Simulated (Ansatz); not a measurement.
GaAs (zinc blende, F-43m) at seven volumes, DFT-PBE in the program Ansatz with PAW potentials, scaled uniformly. One row is withheld.

```tsv
V (Å³/atom)	P (GPa)
21.563	7.19
22.274	4.37
22.985	?
23.695	0.00
24.406	-1.59
25.117	-3.02
25.828	-4.21
```

Question: Fit the shown pressures and predict the withheld one.

Answer: P = (3/2)B₀(x^(7/2) − x^(5/2))[1 + (3/4)(B′ − 4)(x − 1)] with x = (V₀/V)^(2/3). Least squares on the six rows gives V₀ = 23.708 Å³/atom, B₀ = 60.2 GPa, B′ = 4.83. At V = 22.985, x = 1.0209 and P = 2.01 GPa. The run itself gave 2.00 GPa.

Symmetry was held in the PBE relaxation.

Potentials: the later of the program's two PAW sets.
